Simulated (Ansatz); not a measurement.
Input:

CsSnBr3:
```xyz
5
Lattice="5.8871 0.0000 0.0000 0.0000 5.8871 0.0000 0.0000 0.0000 5.8871" Properties=species:S:1:pos:R:3 pbc="T T T"
Cs     0.0000     0.0000     0.0000
Sn     2.9436     2.9436     2.9436
Br     0.0000     2.9436     2.9436
Br     2.9436     2.9436     0.0000
Br     2.9436     0.0000     2.9436
```

This is the PBE-relaxed structure.

All from PBE in the plane-wave PAW code Ansatz, unless another level is named. Give the hole effective mass.

0.067 mₑ (isotropic).

Give the valence-band maximum.

at R.

What about the weight of the conduction-edge state by species (Voronoi cells)?

Sn 65 %, Br 34 %.

Space group Pm-3m (cubic perovskite). The PBE relaxation kept the symmetry of its start. The volume moved by 18 % from the start of the relaxation. Scalar-relativistic: spin–orbit coupling is off unless named, which matters more the heavier the elements.

Potentials: the later of the program's two PAW sets.

Edges and masses are those of Kohn–Sham bands, whose gap is no quasiparticle gap.
